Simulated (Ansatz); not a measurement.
SiC with vanadium replacing Si: do the settings matter for the field gradients?

This input was run with Ansatz:

```yaml
crystal:
  lattice:
    - [0.0, 6.5309898714, 6.5309898714]
    - [6.5309898714, 0.0, 6.5309898714]
    - [6.5309898714, 6.5309898714, 0.0]
  atoms:
    - { symbol: V, position: [0.25, 0.25, 0.25] }
    - { symbol: Si, position: [0.25, 0.25, 0.5833333333] }
    - { symbol: Si, position: [0.25, 0.25, 0.9166666667] }
    - { symbol: Si, position: [0.25, 0.5833333333, 0.25] }
    - { symbol: Si, position: [0.25, 0.5833333333, 0.5833333333] }
    - { symbol: Si, position: [0.25, 0.5833333333, 0.9166666667] }
    - { symbol: Si, position: [0.25, 0.9166666667, 0.25] }
    - { symbol: Si, position: [0.25, 0.9166666667, 0.5833333333] }
    - { symbol: Si, position: [0.25, 0.9166666667, 0.9166666667] }
    - { symbol: Si, position: [0.5833333333, 0.25, 0.25] }
    - { symbol: Si, position: [0.5833333333, 0.25, 0.5833333333] }
    - { symbol: Si, position: [0.5833333333, 0.25, 0.9166666667] }
    - { symbol: Si, position: [0.5833333333, 0.5833333333, 0.25] }
    - { symbol: Si, position: [0.5833333333, 0.5833333333, 0.5833333333] }
    - { symbol: Si, position: [0.5833333333, 0.5833333333, 0.9166666667] }
    - { symbol: Si, position: [0.5833333333, 0.9166666667, 0.25] }
    - { symbol: Si, position: [0.5833333333, 0.9166666667, 0.5833333333] }
    - { symbol: Si, position: [0.5833333333, 0.9166666667, 0.9166666667] }
    - { symbol: Si, position: [0.9166666667, 0.25, 0.25] }
    - { symbol: Si, position: [0.9166666667, 0.25, 0.5833333333] }
    - { symbol: Si, position: [0.9166666667, 0.25, 0.9166666667] }
    - { symbol: Si, position: [0.9166666667, 0.5833333333, 0.25] }
    - { symbol: Si, position: [0.9166666667, 0.5833333333, 0.5833333333] }
    - { symbol: Si, position: [0.9166666667, 0.5833333333, 0.9166666667] }
    - { symbol: Si, position: [0.9166666667, 0.9166666667, 0.25] }
    - { symbol: Si, position: [0.9166666667, 0.9166666667, 0.5833333333] }
    - { symbol: Si, position: [0.9166666667, 0.9166666667, 0.9166666667] }
    - { symbol: C, position: [0.0, 0.0, 0.0] }
    - { symbol: C, position: [0.0, 0.0, 0.3333333333] }
    - { symbol: C, position: [0.0, 0.0, 0.6666666667] }
    - { symbol: C, position: [0.0, 0.3333333333, 0.0] }
    - { symbol: C, position: [0.0, 0.3333333333, 0.3333333333] }
    - { symbol: C, position: [0.0, 0.3333333333, 0.6666666667] }
    - { symbol: C, position: [0.0, 0.6666666667, 0.0] }
    - { symbol: C, position: [0.0, 0.6666666667, 0.3333333333] }
    - { symbol: C, position: [0.0, 0.6666666667, 0.6666666667] }
    - { symbol: C, position: [0.3333333333, 0.0, 0.0] }
    - { symbol: C, position: [0.3333333333, 0.0, 0.3333333333] }
    - { symbol: C, position: [0.3333333333, 0.0, 0.6666666667] }
    - { symbol: C, position: [0.3333333333, 0.3333333333, 0.0] }
    - { symbol: C, position: [0.3333333333, 0.3333333333, 0.3333333333] }
    - { symbol: C, position: [0.3333333333, 0.3333333333, 0.6666666667] }
    - { symbol: C, position: [0.3333333333, 0.6666666667, 0.0] }
    - { symbol: C, position: [0.3333333333, 0.6666666667, 0.3333333333] }
    - { symbol: C, position: [0.3333333333, 0.6666666667, 0.6666666667] }
    - { symbol: C, position: [0.6666666667, 0.0, 0.0] }
    - { symbol: C, position: [0.6666666667, 0.0, 0.3333333333] }
    - { symbol: C, position: [0.6666666667, 0.0, 0.6666666667] }
    - { symbol: C, position: [0.6666666667, 0.3333333333, 0.0] }
    - { symbol: C, position: [0.6666666667, 0.3333333333, 0.3333333333] }
    - { symbol: C, position: [0.6666666667, 0.3333333333, 0.6666666667] }
    - { symbol: C, position: [0.6666666667, 0.6666666667, 0.0] }
    - { symbol: C, position: [0.6666666667, 0.6666666667, 0.3333333333] }
    - { symbol: C, position: [0.6666666667, 0.6666666667, 0.6666666667] }
total_charge: 1
kpoints:
  mp_grid: { grid: [3, 3, 3], shift: [0.5, 0.5, 0.5] }
scf:
  occupations: { method: fermi_dirac, width: 0.01 }
hamiltonian:
  xc: pbe
  pseudopotentials: { kind: paw }
output:
  forces: true
  stress: true
  populations: true
  efg: { quadrupole_moments_barn: { V: -0.052 }, contact_densities: true }
  write_density: true
  write_potential: true
  elf: true
  volumetric_format: npy
```

It converged. Of its output the block on the nuclei alone is shown, without the SCF iterations, energies, forces and stress (one atom of each set):

```
--- PAW observables at the nuclei: V_zz in 10²¹ V/m², potentials from the cell's mean, atoms counted from 1 ---
  atom   1  V  V_zz =    -0.001984   η = 0.0000   by run symmetry: allowed   C_q = +0.0025 MHz
            electrostatic potential = -2691.266846 V   contact ρ = 66020.378957 e/Å³
  atom   2  Si V_zz =    +1.377836   η = 0.1435   by run symmetry: allowed
            electrostatic potential = -1362.150716 V   contact ρ = 12806.958535 e/Å³
  atom   5  Si V_zz =    -0.202186   η = 0.0250   by run symmetry: allowed
            electrostatic potential = -1362.391684 V   contact ρ = 12806.883976 e/Å³
  atom   9  Si V_zz =    -0.167869   η = 0.0138   by run symmetry: allowed
            electrostatic potential = -1362.394329 V   contact ρ = 12806.816247 e/Å³
  atom  14  Si V_zz =    -0.197944   η = 0.0000   by run symmetry: allowed
            electrostatic potential = -1362.391546 V   contact ρ = 12806.883712 e/Å³
  atom  15  Si V_zz =    -0.121361   η = 0.2824   by run symmetry: allowed
            electrostatic potential = -1362.461542 V   contact ρ = 12806.839508 e/Å³
  atom  28  C  V_zz =    +0.002337   η = 0.0000   by run symmetry: allowed
            electrostatic potential = -418.948406 V   contact ρ = 866.882697 e/Å³
  atom  29  C  V_zz =    -0.154577   η = 0.3023   by run symmetry: allowed
            electrostatic potential = -418.850067 V   contact ρ = 866.912100 e/Å³
  atom  30  C  V_zz =    -0.151655   η = 0.3230   by run symmetry: allowed
            electrostatic potential = -418.849792 V   contact ρ = 866.912887 e/Å³
  atom  32  C  V_zz =    -0.683266   η = 0.0021   by run symmetry: allowed
            electrostatic potential = -418.622907 V   contact ρ = 867.969548 e/Å³
  atom  36  C  V_zz =    +0.003638   η = 0.9119   by run symmetry: allowed
            electrostatic potential = -418.959175 V   contact ρ = 866.880263 e/Å³
  atom  42  C  V_zz =    +0.472343   η = 0.2474   by run symmetry: allowed
            electrostatic potential = -418.721366 V   contact ρ = 866.967134 e/Å³
  atom  54  C  V_zz =    +0.006657   η = 0.0000   by run symmetry: allowed
            electrostatic potential = -418.959150 V   contact ρ = 866.879839 e/Å³
```

Problem. Can these gradients be trusted, and how do they compare with a run on standard settings?

Solution. They agree with the standard run. Against the standard input the change is `kpoints.mp_grid.shift`: not typed → [0.5, 0.5, 0.5]. A site carries the number of its first atom; V_zz in 10²¹ V/m².

```
site  atom  V_zz standard  η standard  V_zz here  η here
   V     1           0.00           –     <0.005       –
 Si2     2           1.38        0.14       1.38    0.14
 Si5     5          -0.20        0.00      -0.20    0.03
Si14    14          -0.20        0.00      -0.20    0.00
 Si9     9          -0.17        0.00      -0.17    0.01
Si15    15          -0.12        0.29      -0.12    0.28
 C29    29          -0.15        0.31      -0.15    0.30
 C30    30          -0.15        0.31      -0.15    0.32
 C32    32          -0.68        0.00      -0.68    0.00
 C42    42           0.47        0.24       0.47    0.25
```

No V_zz moves by more than 0.01. Other sites with |V_zz| of 0.02 or less aren't listed. Symmetry makes η zero on Si5, Si9; the changed mesh lacks the crystal's symmetry, and the η that it gives there is an artefact. SCF iterations: 7 and 7. New warnings: symmetry narrowed by mesh.

On the reference run: The defect repeats with the cell of 54 atoms, so it feels its images: sites between two images don't show the values beside a lone defect, and zeros or small values of η there can come from the images' arrangement. A uniform background compensates the cell's charge. The cell keeps the host's lattice, where the PBE pressure is 6 GPa (in a charged cell this depends on the convention for the mean potential). The neighbours have not yet relaxed around the defect (largest force 0.78 eV/Å), so a real crystal will differ.
